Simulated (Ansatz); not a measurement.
**Data sheet: Ga2NiO4 (DFT)**

Ga2NiO4:
```cif
data_Ga4Ni2O8
_chemical_formula_sum 'Ga4 Ni2 O8'
_space_group_name_H-M_alt 'P 1'
_space_group_IT_number 1
_cell_length_a 5.83834
_cell_length_b 5.83834
_cell_length_c 5.83834
_cell_angle_alpha 120.637
_cell_angle_beta 119.238
_cell_angle_gamma 90.112
loop_
_space_group_symop_operation_xyz
  'x, y, z'
loop_
_atom_site_label
_atom_site_type_symbol
_atom_site_fract_x
_atom_site_fract_y
_atom_site_fract_z
_atom_site_occupancy
Ga1 Ga 0.61749 0.86749 0.75000 1
Ga2 Ga 0.38251 0.13251 0.25000 1
Ga3 Ga 0.00000 0.50000 0.50000 1
Ga4 Ga 0.50000 0.50000 0.00000 1
Ni1 Ni 0.00000 0.50000 0.00000 1
Ni2 Ni 0.00000 0.00000 0.50000 1
O1 O 0.76998 0.26285 0.50713 1
O2 O 0.23002 0.73715 0.49287 1
O3 O 0.25572 0.26285 0.99287 1
O4 O 0.74428 0.73715 0.00713 1
O5 O 0.24904 0.73420 0.98516 1
O6 O 0.75096 0.26580 0.01484 1
O7 O 0.24904 0.26388 0.51484 1
O8 O 0.75096 0.73612 0.48516 1
```
The run is spin-polarised; directions of the spins, atom by atom: 0 0 0 0 ↑ ↑ 0 0 0 0 0 0 0 0.

Space group Imma (No. 74); conventional cell a = 5.7820 Å, b = 5.9054 Å, c = 8.2486 Å, α = β = γ = 90.00°.

Method: r²SCAN in the plane-wave PAW code Ansatz. Geometry: relaxed at this level of theory. Other levels are named where they apply.

Cell and energy:

| Property | Value |
|---|---|
| Volume per atom | 10.06 Å³ |
| Density | 6.18 g/cm³ |
| Formation energy from the elements (no fitted shifts) | -1.84 eV/atom |

Electronic structure:

| Property | Value |
|---|---|
| Band gap | 1.54 eV (direct) |
| Valence-band maximum | at Γ |
| Conduction-band minimum | at Γ |

Magnetism:

| Quantity | Result |
|---|---|
| Magnetic order | ferromagnetic |
| Net moment | 0.29 μB per atom |

The first step of the workflow began from a Materials Project structure, measured or hypothetical; the Crystallography Open Database copy checked does not list it. With Ga and Ni taken as one species the cell has the higher symmetry Fd-3m, so it may be an ordered model of a mixed-site phase. Its standing as an ambient phase is unchecked. The r²SCAN relaxation kept the symmetry of its start; whether a distortion lowers the energy is not shown. Magnetic state: ferromagnetic, chosen from 2 collinear starts compared on coarse meshes (ties went to the first, and starts can fall back to one state), not a proven ground state. Other orbital occupations within this spin state were not tried. No Hubbard U is applied. The references are the lowest solids computed at this level, not always the standard phases (solids in place of the gases). Scalar-relativistic: spin–orbit coupling is off unless named, which matters more the heavier the elements.

Potentials: the later of the program's two PAW sets.
